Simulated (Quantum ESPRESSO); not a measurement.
**Band energies of Cs**

```
CELL_PARAMETERS angstrom
     -3.12846     3.12846     3.12846
      3.12846    -3.12846     3.12846
      3.12846     3.12846    -3.12846
ATOMIC_POSITIONS crystal
  Cs 0.00000 0.00000 0.00000
```

PBEsol (Quantum ESPRESSO, PseudoDojo norm-conserving, 50 Ry, without SOC); path ΓHNΓPH,PN; energies in eV from the Fermi level.

| k (1/Å) | point | band 1 | band 2 | band 3 | band 4 | band 5 | band 6 | band 7 |
|---|---|---|---|---|---|---|---|---|
| 0.00 | Γ | -23.90 | -10.62 | -10.62 | -10.62 | -1.62 | 2.47 | 2.47 |
| 0.22 |  | -23.90 | -10.64 | -10.63 | -10.63 | -1.36 | 2.31 | 2.31 |
| 0.45 |  | -23.90 | -10.67 | -10.65 | -10.65 | -0.67 | 1.75 | 2.18 |
| 0.78 |  | -23.89 | -10.70 | -10.69 | -10.69 | 0.56 | 0.88 | 2.44 |
| 1.00 | H | -23.89 | -10.70 | -10.70 | -10.70 | 0.71 | 0.71 | 2.83 |
| 1.36 |  | -23.89 | -10.71 | -10.68 | -10.66 | 0.62 | 0.75 | 1.95 |
| 1.60 |  | -23.89 | -10.73 | -10.66 | -10.62 | 0.14 | 0.80 | 1.71 |
| 1.71 | N | -23.89 | -10.73 | -10.66 | -10.62 | 0.06 | 0.81 | 1.66 |
| 1.82 |  | -23.89 | -10.72 | -10.65 | -10.62 | -0.12 | 0.96 | 1.69 |
| 2.12 |  | -23.90 | -10.66 | -10.63 | -10.62 | -1.16 | 1.90 | 2.07 |
| 2.32 |  | -23.90 | -10.62 | -10.62 | -10.62 | -1.56 | 2.40 | 2.42 |
| 2.42 | Γ | -23.90 | -10.62 | -10.62 | -10.62 | -1.62 | 2.47 | 2.47 |
| 2.62 |  | -23.90 | -10.64 | -10.62 | -10.62 | -1.43 | 2.24 | 2.24 |
| 2.81 |  | -23.90 | -10.68 | -10.63 | -10.63 | -0.89 | 1.73 | 1.73 |
| 3.10 |  | -23.89 | -10.70 | -10.65 | -10.65 | 0.31 | 1.16 | 1.16 |
| 3.29 | P | -23.89 | -10.67 | -10.67 | -10.67 | 0.98 | 0.98 | 0.98 |
| 3.49 |  | -23.89 | -10.69 | -10.69 | -10.64 | 0.87 | 0.90 | 0.90 |
| 3.78 |  | -23.89 | -10.70 | -10.70 | -10.65 | 0.83 | 0.83 | 1.18 |
| 3.97 |  | -23.89 | -10.70 | -10.70 | -10.68 | 0.76 | 0.76 | 2.02 |
| 4.16 | H | -23.89 | -10.70 | -10.70 | -10.70 | 0.71 | 0.71 | 2.83 |
| 4.16 | P | -23.89 | -10.67 | -10.67 | -10.67 | 0.98 | 0.98 | 0.98 |
| 4.36 |  | -23.89 | -10.71 | -10.67 | -10.64 | 0.54 | 0.85 | 1.26 |
| 4.67 | N | -23.89 | -10.73 | -10.66 | -10.62 | 0.06 | 0.81 | 1.66 |

A metal at this level: along this path band 5 crosses the Fermi level.

Geometry of the Materials Project entry, not relaxed at this level.
